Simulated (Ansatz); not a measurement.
## Li₅NbO₅: do energies and stresses tell the same story?

Level of theory: Ansatz, DFT PBEsol, scalar-relativistic, plane waves, PAW.

Settings: cutoff 420 eV, Γ-centred mesh 6×6×4 on the computed 22-atom cell, Gaussian smearing of 0.02 eV; no spin polarisation.

Relaxed cell: C2/c, a = 5.653 Å, b = 9.192 Å, c = 8.945 Å, α = 90.00°, β = 104.45°, γ = 90.00°, 22 atoms in the primitive cell. Whether it is the stable form of this composition wasn't checked.

Energies at zero smearing and pressures from the stress tensor, at volumes with shape and atoms relaxed:
| V (Å³/atom) | E − E(first) (meV/atom) | P (GPa) |
| --- | --- | --- |
| 9.001 | 0.00 | 13.08 |
| 9.308 | -21.07 | 9.06 |
| 9.615 | -34.96 | 5.55 |
| 9.922 | -42.65 | 2.54 |
| 10.229 | -45.02 | -0.01 |
| 10.536 | -42.89 | -2.18 |
| 10.843 | -36.96 | -3.97 |
| 11.252 | -24.31 | -5.86 |

Q: Check P = −dE/dV between neighbouring volumes, and get the bulk modulus from the pressures alone.

A: With 1 eV/Å³ = 160.2 GPa:
| middle V (Å³/atom) | −ΔE/ΔV (GPa) | mean P (GPa) |
| --- | --- | --- |
| 9.155 | 11.001 | 11.070 |
| 9.462 | 7.253 | 7.304 |
| 9.769 | 4.016 | 4.043 |
| 10.075 | 1.237 | 1.265 |
| 10.382 | -1.115 | -1.091 |
| 10.689 | -3.093 | -3.074 |
| 11.047 | -4.955 | -4.914 |

The two differ by 0.07 GPa at most. The mean of two end pressures misses the average over a step by about ΔV² P″/12, up to 0.05 GPa here; with that taken off 0.02 GPa remains. Around V = 10.229 Å³/atom, the two neighbours give B = −V ΔP/ΔV = 10.229 × 4.71 / 0.614 = 78.6 GPa, against B0 = 77.4 GPa from the Birch–Murnaghan fit of the energies.

Cost: 9 runs of about 28 core-minutes in all, on Intel Xeon 6975P-C (Granite Rapids) (shared hosts).